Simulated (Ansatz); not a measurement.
Relaxed Rb (bcc, W type):

```
Rb
1.0
   -5.67101     5.67101     5.67101
    0.00000     0.00000     5.67101
    0.00000     5.67101     0.00000
Rb
2
Direct
  0.00000   0.00000   0.00000
  0.50000   0.00000   0.00000
```

The atoms are displaced by Q × the pattern below (from a DFPT mode at H = (0.5, 0.5, 0.5), largest move 1; Q in Å), at fixed cell. It is one choice among 3 degenerate patterns. (q is in reciprocal vectors of the primitive cell; the cell shown is doubled to hold the pattern.)

```json
[
 {"atom": "Rb1", "x": "0.000", "y": "0.000", "z": "-1.000"},
 {"atom": "Rb2", "x": "0.000", "y": "0.000", "z": "1.000"}
]
```

Level of theory: PBE (plane waves to 420 eV, PAW, scalar-relativistic; Ansatz, a program for electronic structure). k mesh 12×12×12 (Γ-centred), Fermi-Dirac smearing 0.05 eV. Energies are smeared free energies. With partly filled bands, energies and forces of such displacements shift with the k mesh and the smearing. Rb was relaxed with its symmetry unable to fall. The zero of ΔE is the undisplaced structure.

```csv
Q (Å),ΔE (eV/cell),−dE/dQ from forces (eV/Å)
-0.180,0.0198,0.217
-0.150,0.0138,0.182
-0.120,0.0088,0.147
-0.090,0.0050,0.110
-0.060,0.0022,0.074
-0.030,0.0006,0.037
0.000,0.0000,0.000
0.030,0.0006,-0.037
0.060,0.0022,-0.074
0.090,0.0050,-0.110
0.120,0.0088,-0.147
0.150,0.0138,-0.182
0.180,0.0198,-0.217
```

Read from the data:

| Quantity | Result |
|---|---|
| Energy at Q = 0.180 Å | 19.8 meV/cell |
| Space group of the distorted cell | P4/nmm (No. 129), lowered from Im-3m |
| Symmetry of the curve | even: the same for both signs |
| Shape of the curve | a single well with its minimum at or next to zero displacement |
| Harmonic wavenumber from the curvature (finite differences) | 44 cm⁻¹ |

(A displaced cell: forces are minus the slopes of the energy, force constants its curvatures, and phonons follow from these.)
